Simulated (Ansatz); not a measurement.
Cd (simple rhombohedral, R-3m) at seven volumes, the program Ansatz at the r²SCAN level (PAW), shape and atoms relaxed at each. One row is withheld.

| V (Å³/atom) | P (GPa) |
|---|---|
| 19.953 | ? |
| 20.611 | 3.59 |
| 21.269 | 1.69 |
| 21.926 | 0.00 |
| 22.584 | -1.33 |
| 23.242 | -2.36 |
| 23.900 | -3.23 |

Task: Fit the shown pressures and predict the withheld one.

Result: P = (3/2)B₀(x^(7/2) − x^(5/2))[1 + (3/4)(B′ − 4)(x − 1)] with x = (V₀/V)^(2/3). Least squares on the six rows gives V₀ = 21.935 Å³/atom, B₀ = 48.5 GPa, B′ = 5.82. At V = 19.953, x = 1.0652 and P = 6.05 GPa. The run itself gave 5.83 GPa.

The first step of the workflow began from a Materials Project structure, measured or hypothetical; the Crystallography Open Database copy checked does not list it. It is not the phase usual at ambient conditions (space group No. 194). Symmetry was held in the r²SCAN relaxation. At this level the phase is mechanically unstable.

Potentials: the later of the program's two PAW sets.
